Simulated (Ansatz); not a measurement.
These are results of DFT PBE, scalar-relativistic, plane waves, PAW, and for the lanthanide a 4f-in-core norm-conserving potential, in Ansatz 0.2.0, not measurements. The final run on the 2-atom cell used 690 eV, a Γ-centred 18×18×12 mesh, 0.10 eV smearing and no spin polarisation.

Formation energies are uncorrected and count from the elements' standard states at the same level.

Question: Give a relaxed trial structure of a hexagonal metal that holds F and 1 more element, with a formation energy near −2.35 eV/atom and a density near 5.13 g/cm³, in a cell of 2 atoms.

Answer: SmF, space group P6/mmm (No. 191). Sm has 2 F at 2.23 Å; F is surrounded by 2 Sm at 2.23 Å.

Space group P6/mmm (No. 191). a = 3.767 Å, b = 3.767 Å, c = 4.465 Å, α = 90.00°, β = 90.00°, γ = 120.00°
```
atom  site  symmetry       x       y       z
  Sm    1b     6/mmm  0.0000  0.0000  0.5000
   F    1a     6/mmm  0.0000  0.0000  0.0000
```

The volume per atom is 27.43 Å³, the density is 5.13 g/cm³ and the energy over the elements is −2.35 eV/atom. The gap on the 18×18×12 mesh of the 2-atom cell is 0 eV (a metal).

It was reached by relaxing an invented guess, and it needn't be the stable form of this composition. Other answers may fit too; this one was computed.

A structure relaxed within its symmetry needn't be a true minimum.

The lanthanide is trivalent by construction, without f bands, f moments or other valences. The reference runs of the other elements, and any phases without the lanthanide, used 420 eV, which shifts energies against them by under 10 meV/atom. The lanthanide's reference is the lowest of its hcp, dhcp and fcc cells.
